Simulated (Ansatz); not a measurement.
## MoPd, first-principles data

MoPd:
```
CELL_PARAMETERS angstrom
      0.00000     2.59107     2.59107
      2.59107     0.00000     2.59107
      2.59107     2.59107     0.00000
ATOMIC_POSITIONS crystal
  Pd 0.00000 0.00000 0.00000
  Mo 0.50000 0.50000 0.50000
```

Space group Fm-3m (No. 225), rock salt; conventional cell a = b = c = 5.1821 Å, α = β = γ = 90.00°.

Method: plane-wave PAW r²SCAN (Ansatz code). Geometry: relaxed at this level of theory. Other levels are named where they apply.

**Cell and energy**

- Volume per atom = 17.40 Å³
- Density = 9.66 g/cm³
- Formation energy from the elements (no fitted shifts) = 1.17 eV/atom

**Electronic structure**

* **Electronic character**: metallic (no gap)
* **Density of states at the Fermi level**: 1.5 states/eV per atom (mean over ±0.08 eV)
* **Gap with spin–orbit coupling**: none (metallic)

**Mechanics**

- Bulk modulus (Birch–Murnaghan fit): 184 GPa
- Pressure derivative B′: 4.7
- Elastic constants (relaxed ions, GPa): C11 = 277, C12 = 137, C44 = -6.4
- Mechanical stability: unstable (C has a negative eigenvalue)

**Charges**

- Bader charges: Pd -0.94, Mo +0.94 e

The start of the workflow was typed in or built on a structure type; neither database checked (COD, Materials Project) lists it. Whether it is the stable phase at ambient conditions was not checked. The r²SCAN relaxation kept the symmetry of its start. No spin polarisation was allowed. The volume moved by 15 % from the start of the relaxation. Its formation energy is positive at this level, so the cell may be metastable or incomplete. As this level gives no gap, shear constants depend on the k-mesh and smearing (Fermi–Dirac, 0.1 eV here). The references are the lowest solids computed at this level, not always the standard phases. Scalar-relativistic: spin–orbit coupling is off unless named, which matters more the heavier the elements.

Potentials: the later of the program's two PAW sets.
